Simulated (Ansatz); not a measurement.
# Run record: elastic constants by finite strains of Ca (P6_3/mmc)

Level of theory: PBEsol, all-electron LAPW in Ansatz 0.2.0, scalar-relativistic.

The cell comes from a PAW relaxation under the same functional.

The structure is one entry of a database and needn't be the stable phase.

Command line:

```sh
ansatz run input.yaml --threads 1 --pin off --max-ram 2048MiB --backend cpu --events-out ev --progress --plain --runs-dir out
```

Input:

```yaml
crystal:
  lattice:
    - [3.8583637829, 0.0, 0.0]
    - [-1.92918189145, 3.34144105303, 0.0]
    - [0.0, 0.0, 6.33546342121]
  atoms:
    - { symbol: Ca, position: [0.333333333333, 0.666666666667, 0.25] }
    - { symbol: Ca, position: [0.666666666667, 0.333333333333, 0.75] }
kpoints:
  mp_grid: { grid: [14, 14, 8] }
scf:
  occupations: { method: fermi_dirac, width: 0.1 }
hamiltonian:
  xc: pbesol
  pseudopotentials: { kind: all_electron, lapw: { basis_error: 0.001 } }
elastic:
  mode: relaxed_ion
  stencil: two_point
  amplitude: 0.005
```

Output (shortened where marked):

```
Warning: RAYON_NUM_THREADS=1 ignored (pool sized by the plan → 1); use --threads N
LAPW: plane waves up to 4.920 Å⁻¹, error target 1.0e-3 eV per atom; small_component_spin mean_spin; Ca in spheres of 1.871 Å, 10 of its electrons in bands, Dirac shells [] (how accurate: ...
Engine: ansatz 0.2.0, x86_64-unknown-linux-gnu
Pseudopotentials: kind: all_electron
Pseudopotential: Ca, LAPW, valence charge 10, lapw/all_electron/scalar/gaussian/Ca, Koelling and Harmon's equation, gaussian nucleus
Functional definition: PBEsol
  exchange = pbesol_x
  correlation = pbesol_c
Crystal: 2 atoms, lattice volume = 81.680 Å³
Basis set: ecut = 92.23551221281149 eV, 147 PW (Γ), exchange–correlation at level 2
Bands: 14, of which v1, the nominal top of the filled ones, is band 10 counted from 1 (9 counted from 0)
Symmetry: 24 space group operations
Space group: P63/mmc (ITA 194), of the structure as read, at distance tolerance 4.3e-5 Å
k-points: 120 of 1568
Non-local potential: Ca, projectors of the file, none
Initial density: superposition of atomic densities (chi_scale 0.1, normalization cell)
Initial wavefunctions: plane waves of lowest kinetic energy (no species holds an atomic orbital)
Functional: x = pbesol(κ = 0.804, μ = 0.12345679012345678), c = pbesol(β = 0.046)
iter 1 solved again at ethr=6.16e-5 eV; its pass at ethr=1.00e-1 eV (dr2=1.23e-2 eV) is discarded
SCF iter   1: F=—  HF=-36982.738260 eV  |F-HF|=—  |Δ(HF+E_count)|=         —  Δρ=2.83e-3  dr2=1.21e-2  ethr=6.16e-5  ⟨swp⟩=4.2  Hψ=25541  notcnv=0
automatic band count: the SCF goes on with 18 bands, as 14 were too few: the levels above may hold too much charge
preconditioner: auto → Kerker (q_TF=auto, 2.158 Å⁻¹)  [metal: Δε(μ)=0.037 eV  Ē_g=3.552 eV  σ=0.100 eV  W_gap=0.09  n_scr=22 (ndim 8)  ℏωp=8.2 eV  f_vac=0.000  D(μ)=2.45/eV (n_scr^D=22)]
SCF iter   2: F=—  HF=-36982.736750 eV  |F-HF|=—  |Δ(HF+E_count)|=   1.51e-3  Δρ=2.30e-3  dr2=8.25e-3  ethr=6.04e-5  ⟨swp⟩=2.3  Hψ=6470  notcnv=0
SCF iter   3: F=—  HF=-36982.739604 eV  |F-HF|=—  |Δ(HF+E_count)|=   2.85e-3  Δρ=1.34e-3  dr2=2.99e-3  ethr=4.13e-5  ⟨swp⟩=2.0  Hψ=6430  notcnv=0
iter 4 solved again at ethr=9.99e-7 eV; its pass at ethr=1.50e-5 eV (dr2=2.00e-4 eV) is discarded
SCF iter   4: F=—  HF=-36982.739929 eV  |F-HF|=—  |Δ(HF+E_count)|=   3.25e-4  Δρ=3.28e-4  dr2=1.99e-4  ethr=9.99e-7  ⟨swp⟩=2.0  Hψ=10459  notcnv=0
SCF iter   5: F=—  HF=-36982.739931 eV  |F-HF|=—  |Δ(HF+E_count)|=   2.33e-6  Δρ=7.29e-5  dr2=7.51e-6  ethr=9.93e-7  ⟨swp⟩=2.0  Hψ=6430  notcnv=0
SCF iter   6: F=—  HF=-36982.739931 eV  |F-HF|=—  |Δ(HF+E_count)|=   2.26e-7  Δρ=2.60e-5  dr2=9.12e-7  ethr=3.75e-8  ⟨swp⟩=2.0  Hψ=6430  notcnv=0
SCF iter   7: F=—  HF=-36982.739931 eV  |F-HF|=—  |Δ(HF+E_count)|=   1.62e-8  Δρ=3.09e-6  dr2=1.06e-8  ethr=4.56e-9  ⟨swp⟩=2.0  Hψ=6430  notcnv=0
SCF iter   8: F=—  HF=-36982.739931 eV  |F-HF|=—  |Δ(HF+E_count)|=   5.41e-9  Δρ=8.39e-7  dr2=6.96e-10  ethr=5.28e-11  ⟨swp⟩=2.1  Hψ=6447  notcnv=0
SCF iter   9: F=—  HF=-36982.739931 eV  |F-HF|=—  |Δ(HF+E_count)|=  8.15e-10  Δρ=1.03e-7  dr2=9.11e-12  ethr=3.48e-12  ⟨swp⟩=2.1  Hψ=6443  notcnv=0
[... 135 lines left out ...]
iter 1 solved again at ethr=1.00e-12 eV; its pass at ethr=1.00e-1 eV (dr2=3.02e-15 eV) is discarded
SCF iter   1: F=—  HF=-36982.739884 eV  |F-HF|=—  |Δ(HF+E_count)|=         —  Δρ=1.84e-9  dr2=3.60e-15  ethr=1.00e-12  ⟨swp⟩=6.4  Hψ=44907  notcnv=0
SCF iter   2: F=-36982.739884 eV  HF=-36982.739884 eV  |F-HF|=7.28e-12  |Δ(HF+E_count)|=   2.96e-9  Δρ=1.03e-9  dr2=1.78e-15  ethr=1.00e-12  ⟨swp⟩=2.0  Hψ=23014  notcnv=0
SCF 19 converged in 2 iterations: F = -36982.739884 eV  dr2 = 1.78e-15
SCF converged after 11 iterations
Free energy (F): -36982.739931 eV
Harris-Foulkes:  -36982.739931 eV  (|F-HF|=2.18e-11)
Internal energy: -36982.655096 eV  (E = F + TS)
E sigma→0 (E₀):  -36982.697513 eV
Entropy (-TS):   -0.084835 eV (-42.418 meV/atom)
Fermi energy:    5.433270 eV
--- Per-component energies (eV) ---
  E_band       = -338.001143
  E_kinetic    = 37265.446556
  E_xc         = -1918.919268
  E_electrostatic = -72329.182384  (all electrons and nuclei)
  E_smearing   = -0.084835  (= −TS)
  E_closure    = 0.000000  (closes the sum)
  Σ components = -36982.739931   (vs F -36982.739931, Δ=0.00e0)
  Basis errors (estimates in eV, not in F): energy 3.2e-4 per atom: plane waves 3.2e-4 (1.7e-4 summed), levels above the bands 6.6e-18, relativity 7.5e-10, radial functions 3.3e-6, core shells 3.7e-10; eigenvalues (radial ...
--- Forces (eV/Å), atoms counted from 1 ---
  atom   1  Ca    -0.00000000     0.00000000    -0.00000000
  atom   2  Ca     0.00000000    -0.00000000     0.00000000
  max |Σ_I F_I| component: 5.78e-19 eV/Å
--- Stress (GPa, compression-positive) ---
       -0.009674       0.000000       0.000000
        0.000000      -0.009674       0.000000
        0.000000       0.000000       0.004320
  P = ⅓ Tr σ = -0.0050 GPa (-0.050 kbar)
--- Elastic constants: 3 strain directions × 2 members + reference (group order 24) ---
  dense FFT box of the reference and of every strained cell: 16×16×20
  strains applied: 11, 33, 23; error gains: componentwise 1.00 (the most a stress slope's error grows in a printed constant), spectral 1.41 (1 for all six strains in a standard setting)
  C = ∂σ_k/∂η_j (tension-positive GPa; Voigt order 11 22 33 23 13 12):
        30.085     15.195      7.286      0.000      0.000      0.000
        15.195     30.085      7.286     -0.000     -0.000      0.000
         7.294      7.294     41.940     -0.000     -0.000      0.000
         0.000     -0.000     -0.000      7.342     -0.000     -0.000
         0.000      0.000      0.000     -0.000      7.342      0.000
        -0.000      0.000      0.000      0.000      0.000      7.445
  reference stress σ⁰ (GPa):      0.010      0.010     -0.004     -0.000     -0.000     -0.000
  no Pulay correction (none for the plane-wave cutoff is built on LAPW): the batch's stresses and constants are at fixed plane waves
  C* (energy form; C + prestress term) asymmetry max|C*_kj − C*_jk| = 6.478e-3 GPa — a small one proves nothing (zero by symmetry where the batch's group is 432, −43m or m−3m); a large one is finite-difference/SCF noise where ...
  moduli (Voigt/Reuss/Hill, GPa): K = 17.96/17.93/17.94   G = 9.25/8.32/8.78   E = 22.65   ν = 0.290
  mechanically stable: yes (min eigenvalue of sym C = 7.34 GPa)
  the stresses are not corrected for the forces that the relaxations left standing (`elastic.f_tol`)
  where every solve meets its electron count the energy-path curvature estimates C_jj along a normal strain and C_jj − ¼(σ⁰_aa + σ⁰_bb) along a shear (ab), closely only under elastic.basis: deformed
  strain η (Voigt 11):  stress-route row diagonal C_11 = 30.08 GPa, energy-path curvature d²(F+E_count)/dδ²/Ω₀ = 30.10 GPa
         δ    σ_11 (GPa)             F (eV)   n_scf  n_hpsi   n_pw
    -5.000e-3      -0.1439      -36982.7397608       2   56430    174   relax 3 steps, max|allowed force component| 3.97e-5 eV/Å
     5.000e-3       0.1569      -36982.7397170       2   56458    174   relax 3 steps, max|allowed force component| 1.12e-6 eV/Å
  strain η (Voigt 33):  stress-route row diagonal C_33 = 41.94 GPa, energy-path curvature d²(F+E_count)/dδ²/Ω₀ = 41.95 GPa
         δ    σ_33 (GPa)             F (eV)   n_scf  n_hpsi   n_pw
    -5.000e-3      -0.2154      -36982.7396512       9   79446    174   relax 0 steps, max|allowed force component| 5.20e-18 eV/Å
     5.000e-3       0.2040      -36982.7396756       9   79199    174   relax 0 steps, max|allowed force component| 8.10e-18 eV/Å
  strain η (Voigt 23):  stress-route row diagonal C_44 = 7.34 GPa, energy-path curvature d²(F+E_count)/dδ²/Ω₀ = 7.34 GPa
         δ    σ_23 (GPa)             F (eV)   n_scf  n_hpsi   n_pw
    -5.000e-3      -0.0367      -36982.7398839       2   75954    174   relax 3 steps, max|allowed force component| 1.15e-5 eV/Å
     5.000e-3       0.0367      -36982.7398839       2   75951    174   relax 3 steps, max|allowed force component| 1.05e-5 eV/Å
```

The run converged.

### Strained cells

Elastic constants of a crystal by Kohn-Sham DFT: slopes of the stress over finite engineering strains of the given cell, Voigt indices, Cartesian axes as in the input; stress of each strained cell less that at rest, tension positive.

| strain component | strain | stress xx (GPa) | stress yy (GPa) | stress zz (GPa) | stress yz (GPa) | stress xz (GPa) | stress xy (GPa) | relaxation steps |
| --- | --- | --- | --- | --- | --- | --- | --- | --- |
| xx | -0.005 | -0.1536 | -0.0762 | -0.036 | 0 | 0 | 0 | 3 |
| xx | 0.005 | 0.1472 | 0.0758 | 0.037 | 0 | 0 | 0 | 3 |
| zz | -0.005 | -0.0377 | -0.0377 | -0.2111 | 0 | 0 | 0 | 0 |
| zz | 0.005 | 0.0352 | 0.0352 | 0.2083 | 0 | 0 | 0 | 0 |
| yz | -0.005 | -0.0003 | 0.0004 | -0.0006 | -0.0367 | 0 | 0 | 3 |
| yz | 0.005 | -0.0003 | 0.0004 | -0.0006 | 0.0367 | 0 | 0 | 3 |

### Elastic constants

```json
{"Pressure at rest": "-0.005 GPa", "Least elastic eigenvalue": "7.34 GPa", "Elastically stable": "yes"}
```

| index | elastic (GPa) |
| --- | --- |
| 11 | 30.08 |
| 12 | 15.19 |
| 13 | 7.29 |
| 33 | 41.94 |
| 44 | 7.34 |

**Elastic moduli**

Hill averages of a grain aggregate, Debye temperature from the mean sound speed over directions.

```
Bulk modulus                     : 17.94 GPa
Shear modulus                    : 8.783 GPa
Young modulus                    : 22.65 GPa
Poisson ratio                    : 0.2896
Bulk over shear modulus          : 2.043
Elastic anisotropy index         : 0.5615
Least young modulus              : 19.46 GPa
Largest young modulus            : 39.59 GPa
Longitudinal sound speed         : 4266 m/s
Transverse sound speed           : 2322 m/s
Elastic debye temperature        : 220.6 K
Linear compressibility (x, y, z) : 19.33, 19.33, 17.12 1/TPa
```

Keep in mind: responses of metals move with mesh and smearing; elastic stability says nothing of phonons or of other phases.

It took 3.8 min on 1 thread of Intel(R) Xeon(R) 6975P-C (Granite Rapids), on a shared host, peak memory 0.67 GiB.
